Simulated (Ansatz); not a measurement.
A generator proposed this cell of Zn2SiN.

```xyz
4
Lattice="3.3095 0.0000 0.0000 -1.6547 2.8661 0.0000 0.0000 0.0000 5.4085" Properties=species:S:1:pos:R:3 pbc="T T T"
Zn    0.0000    1.9107    1.3471
Zn    1.6547    0.9554    4.0614
Si    0.0000    0.0000    2.7042
N     0.0000    0.0000    0.0000
```

Method: Ansatz, DFT PBE, scalar-relativistic, plane waves, PAW. Plane waves to 420 eV, a k mesh through Γ of 6×6×4 on the computed 4-atom cell and Gaussian smearing (0.10 eV); no spin polarisation.

Energies over the elements count from the elements' standard structures at the same level (N₂ as a molecule), with no fitted energy shifts.

Question: Estimate its pressure, forces and energy as it stands.

Answer: The pressure is 10.1 GPa (the mean over three directions, positive in compression), the largest force is 3.60 eV/Å, and the energy is +0.84 eV/atom against the elements. The shortest distance is 2.34 Å.

Question: Is it a good guess?

Answer: A rough one: relaxing gains about 0.39 eV/atom (the start's value is from the coarse mesh, so the gain is rough) in 21 ionic steps and ends at +0.45 eV/atom on the finer mesh. The symmetry stays P-3m1 (No. 164). The volume per atom grows by 4.6 %, from 12.8 to 13.4 Å³. The shortest distance goes from 2.34 Å (Zn–N) to 2.12 Å (Zn–N). The ratio c/a of the conventional cell changes by a factor of 1.26. Conventional cell: a = 3.112 Å, c = 6.395 Å. Zn has 3 N at 2.12 Å and 3 Si at 2.75 Å; Si has 6 Zn at 2.75 Å, 6 Si at 3.11 Å and 2 N at 3.20 Å; N has 6 Zn at 2.12 Å, 6 N at 3.11 Å and 2 Si at 3.20 Å.

The last run used an 18×18×8 mesh (in the run's order of axes) for its 4-atom cell and Gaussian smearing of 0.10 eV. An odd number of electrons in the primitive cell allows no gap without spin; a larger cell or a magnetic state could open one. The relaxation can't lower the symmetry of the start, and the grade says only how near the guess is to its own end. A structure relaxed within its symmetry needn't be a true minimum. Another cell of Zn2SiN relaxed alike, in P-4m2, lies 44 meV/atom lower, so this cell isn't the stable form at this level.
